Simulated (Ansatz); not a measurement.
Trial structures of HfH5: starts and ends

All numbers below come from DFT PBE, scalar-relativistic, plane waves, PAW in Ansatz 0.2.0. All cells share a 420 eV cutoff and Γ-centred k meshes spaced at most about 0.3 Å⁻¹ (about 0.25 or finer for metals, 2π included). No spin polarisation in the final relaxations.

Each guess was relaxed in cell and atoms at zero pressure, within the symmetry of its start. All energies are static (0 K, no zero-point motion). Coordination counts H atoms around Hf (those within 1.25 times the shortest such distance or 1.15 times the sum of covalent radii, 1.27 where that leaves under three; a plus sign parts nearer from farther groups).

| guess | made from | start group | V start (Å³/atom) | end group | V end (Å³/atom) | coordination at the end | gap on mesh (eV) | E over the lowest end (meV/atom) |
| --- | --- | --- | --- | --- | --- | --- | --- | --- |
| 1 | ErCu5 type | F-43m | 9.5 | F-43m | 5.6 | Hf 16 | 0 | 164 |
| 2 | CeFe5 type | P6/mmm | 10.1 | P6/mmm (CaCu5) | 5.6 | Hf 6+12 | 0 | 223 |
| 3 | random cell | P6/mmm | 11.4 | P6/mmm | 6.4 | Hf 12+12 | 0 | 653 |
| 4 | Mg5Cu type | P-62m | 11.9 | P-62m | 6.3 | Hf 12 | 0 | 0 |
| 5 | random cell | P-6m2 | 10.2 | ? | ? | ? | ? | ? |
| 6 | random cell | P4mm | 11.6 | P4mm | 8.7 | Hf 4+5 | 0 | 19 |

Guess 5 as it starts:

```cif
data_structure
_symmetry_space_group_name_H-M 'P-6m2'
_symmetry_Int_Tables_number 187
_cell_length_a 3.7399
_cell_length_b 3.7399
_cell_length_c 5.0607
_cell_angle_alpha 90.000
_cell_angle_beta 90.000
_cell_angle_gamma 120.000
_cell_volume 61.30
loop_
_atom_site_label
_atom_site_type_symbol
_atom_site_symmetry_multiplicity
_atom_site_Wyckoff_symbol
_atom_site_fract_x
_atom_site_fract_y
_atom_site_fract_z
_atom_site_occupancy
Hf1 Hf 1 a 0.00000 0.00000 0.00000 1
H1 H 2 i 0.66667 0.33333 0.81832 1
H2 H 3 j 0.76764 0.23236 0.00000 1
```

Question: Fill in the missing row: what does this guess relax into, and where does it rank?

Answer: It ends in space group P-6m2 (No. 187), with a = 8.120 Å, c = 3.360 Å, 32.0 Å³/atom and no gap. It lies 0.51 eV/atom over the lowest end, above guess 2 and below guess 3. Counting H atoms around Hf, this end has Hf 3 and the lowest (guess 4) has Hf 12. This end holds H–H pairs as short as in free H₂ molecules (shortest 0.75 Å); in the lowest (guess 4) the shortest H–H distance is 1.97 Å.

```cif
data_structure
_symmetry_space_group_name_H-M 'P-6m2'
_symmetry_Int_Tables_number 187
_cell_length_a 8.1202
_cell_length_b 8.1202
_cell_length_c 3.3599
_cell_angle_alpha 90.000
_cell_angle_beta 90.000
_cell_angle_gamma 120.000
_cell_volume 191.86
loop_
_atom_site_label
_atom_site_type_symbol
_atom_site_symmetry_multiplicity
_atom_site_Wyckoff_symbol
_atom_site_fract_x
_atom_site_fract_y
_atom_site_fract_z
_atom_site_occupancy
Hf1 Hf 1 a 0.00000 0.00000 0.00000 1
H1 H 2 i 0.66667 0.33333 0.61172 1
H2 H 3 j 0.86906 0.13094 0.00000 1
```

The zero of energy is the elements' standard structures at the same level (H₂ as a molecule); no fitted shifts are applied.

Question: Is the lowest end bound against the elements?

Answer: No: its formation energy is +0.04 eV/atom. The separate elements lie lower, so it is unstable against them.

Weakly bound directions are ill-defined at this level, which has no dispersion term (P-6m2), and this can change margins and order among such cells. Spin–orbit coupling, which can matter for Hf, is left out. A magnetic state wasn't ruled out in cells without spin, among them P-62m, P4mm, F-43m, P6/mmm at 5.6 Å³/atom, P-6m2 and others. With hydrogen, zero-point motion can shift formation energies by some tens of meV/atom. Cells relaxed within their symmetry can be saddle points. A lower structure may well exist outside this small set. Some structure types and database cells were kept out of the candidates from the start, so a known form may be missing.
